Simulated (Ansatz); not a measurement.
CuI:
```xyz
2
Lattice="3.5396 0.0000 0.0000 0.0000 3.5396 0.0000 0.0000 0.0000 3.5396" Properties=species:S:1:pos:R:3 pbc="T T T"
Cu     0.0000     0.0000     0.0000
I      1.7698     1.7698     1.7698
```

Relaxed with PBEsol. Special points in fractions of this cell's reciprocal vectors: Γ (0.000, 0.000, 0.000); X (0.000, 0.500, 0.000); M (0.500, 0.500, 0.000); R (0.500, 0.500, 0.500).

Problem. List the band energies nearest the Fermi level at these points for PBEsol with spin–orbit coupling in the plane-wave PAW code Ansatz.

Solution. In eV from the Fermi level; about four levels below and three above (degenerate sets whole), none deeper than 8.9 eV; points with the same levels are listed once.

```json
[
 {"k": "Γ", "below": "-1.38 -1.38 -1.38 -1.38 -0.19 -0.19", "above": "5.35 5.35 5.35 5.35"},
 {"k": "X", "below": "-1.55 -1.55 -0.20 -0.20", "above": "0.50 0.50 3.56 3.56"},
 {"k": "M", "below": "-0.53 -0.53 -0.15 -0.15", "above": "7.38 7.38 7.60 7.60"},
 {"k": "R", "below": "-0.72 -0.72 -0.72 -0.72", "above": "1.37 1.37 1.43 1.43 1.43 1.43"}
]
```

Space group Pm-3m (CsCl type). The start of the workflow was typed in or built on a structure type; neither database checked (COD, Materials Project) lists it. It is not the phase usual at ambient conditions (space group No. 216). Symmetry was held in the PBEsol relaxation. At this level the phase is dynamically unstable (imaginary phonons). The workflow began spin-polarised and lost its moments. Its formation energy is positive at this level, so the cell may be metastable or incomplete.

Potentials: the later of the program's two PAW sets.
